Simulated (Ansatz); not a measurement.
Structure: Ga4Sb3P as one 8-atom ordering (P-4m2) on the zincblende lattice, at its r2SCAN minimum. The symmetry is P-4m2 (No. 115, tetragonal); conventional cell a = 4.220 Å, c = 11.907 Å, 26.51 Å³ an atom. P is surrounded by 4 Ga at 2.46 Å; Ga is surrounded by 2 P at 2.46 Å and 2 Sb at 2.63 Å; Sb is surrounded by 4 Ga at 2.62–2.63 Å; Ga is surrounded by 4 Sb at 2.62–2.63 Å; Sb is surrounded by 4 Ga at 2.63 Å.

```
P Ga Sb
1.0
     4.22009    0.00000    0.00000
     0.00000    4.22009    0.00000
     0.00000    0.00000   11.90690
P Ga Sb
1 4 3
Direct
  0.00000 0.00000 0.00000
  0.00000 0.50000 0.89357
  0.50000 0.00000 0.63142
  0.00000 0.50000 0.36858
  0.50000 0.00000 0.10643
  0.50000 0.50000 0.76231
  0.00000 0.00000 0.50000
  0.50000 0.50000 0.23769
```

3 runs of Ansatz 0.2.0 on this cell differ in the functional (and in the settings that go with it). Levels are in eV from each run's valence top; v1 is the last filled band, c1 the first empty one.

Run A, mean stress +2.1 GPa (compression positive):
```
point     v5     v3     v1    c1    c2    c3
    Γ  -1.46  -0.16   0.00  0.06  0.64  1.32
    X  -1.27  -1.01  -0.90  0.19  0.75  1.87
    M  -3.28  -2.67  -2.53  1.02  1.02  1.11
    Z  -1.99  -0.87  -0.47  0.55  0.95  1.70
    R  -2.32  -0.99  -0.93  0.87  1.66  1.75
    A  -3.08  -3.05  -2.83  1.93  1.93  2.09
```

Run B, mean stress 0.0 GPa (compression positive):
```
point     v5     v3     v1    c1    c2    c3
    Γ  -1.53  -0.17   0.00  0.44  0.83  1.60
    X  -1.33  -1.07  -0.95  0.46  1.06  2.17
    M  -3.41  -2.79  -2.66  1.24  1.24  1.34
    Z  -1.92  -0.91  -0.49  0.74  1.16  1.96
    R  -2.40  -1.04  -0.98  1.11  1.97  2.05
    A  -3.20  -3.17  -2.95  2.18  2.18  2.36
```

Run C, mean stress +0.3 GPa (compression positive):
```
point     v5     v3     v1    c1    c2    c3
    Γ  -1.58  -0.15   0.00  0.80  1.23  1.93
    X  -1.37  -1.10  -0.98  0.82  1.43  2.61
    M  -3.54  -2.90  -2.74  1.58  1.58  1.63
    Z  -1.95  -0.94  -0.49  1.15  1.48  2.32
    R  -2.49  -1.07  -1.01  1.52  2.36  2.45
    A  -3.32  -3.29  -3.04  2.55  2.55  2.69
```

Problem. Match the runs to PBE, r2SCAN, HSE06.

Solution. A is PBE, B is r2SCAN, C is HSE06. In order of the gap: PBE 0.06, r2SCAN 0.44, HSE06 0.80 eV. The stress vanishes for r2SCAN, which relaxed the cell.

The calculation is spin-unpolarised, and the structure need not be a phase that has been made.

No spin-orbit coupling is included; it can move band edges with weight on the heavy atoms by tenths of an eV.

The stress of a hybrid is loosely converged in these runs.

Gaps or overlaps of about a tenth of an eV are at the limit of these meshes: between the points read a gap can be smaller or closed.

The meshes of the hybrids are coarse, so their gaps aren't converged to the digits shown.
